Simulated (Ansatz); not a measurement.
Na (bcc, W type)

```xyz
1
Lattice="-2.1110 2.1110 2.1110 2.1110 -2.1110 2.1110 2.1110 2.1110 -2.1110" Properties=species:S:1:pos:R:3 pbc="T T T"
Na     0.0000     0.0000     0.0000
```

The slice is a {211} plane (indices of the conventional cell) through the point (0.000, 0.000, 0.000) (fractional), spanned by u = [111] and v = [1 0 -1] in vectors of this cell: u (3.66 Å) and v (5.97 Å, at 90° to u). It covers one period; positions are fractions (u, v).

The numbers are results of r2SCAN (plane waves to 500 eV, PAW, scalar-relativistic; Ansatz, an electronic-structure program), not measurements. k mesh 16×16×16. Near the nuclei the fields are pseudised (PAW); where an atom keeps semicore shells as valence, they peak there. Na was relaxed with its symmetry unable to fall.

Task: Predict the map of the electrostatic potential energy of an electron, from the cell's mean on the slice.

Result: 
```tsv
v \ u	0.00	0.08	0.17	0.25	0.33	0.42	0.50	0.58	0.67	0.75	0.83	0.92
0.90	x	x	x	-1.3	1.1	2.3	2.7	2.3	1.1	-1.3	x	x
0.80	-0.2	0.1	1.0	1.9	2.7	3.2	3.3	3.2	2.7	1.9	1.0	0.1
0.70	2.8	2.9	3.0	3.1	3.2	3.3	3.3	3.3	3.2	3.1	3.0	2.9
0.60	3.3	3.3	3.2	3.0	2.8	2.7	2.7	2.7	2.8	3.0	3.2	3.3
0.50	3.3	3.2	3.0	2.7	2.5	2.3	2.3	2.3	2.5	2.7	3.0	3.2
0.40	3.3	3.3	3.2	3.0	2.8	2.7	2.7	2.7	2.8	3.0	3.2	3.3
0.30	2.8	2.9	3.0	3.1	3.2	3.3	3.3	3.3	3.2	3.1	3.0	2.9
0.20	-0.2	0.1	1.0	1.9	2.7	3.2	3.3	3.2	2.7	1.9	1.0	0.1
0.10	x	x	x	-1.3	1.1	2.3	2.7	2.3	1.1	-1.3	x	x
0.00	x	x	x	x	-0.1	1.7	2.3	1.7	-0.1	x	x	x
```

Values: electrostatic potential energy of an electron, from the cell's mean, in eV. Points within 1 Å of a nucleus are blanked (x), as the pseudised field means little there. The zero, the cell's mean, hangs on the PAW cores.
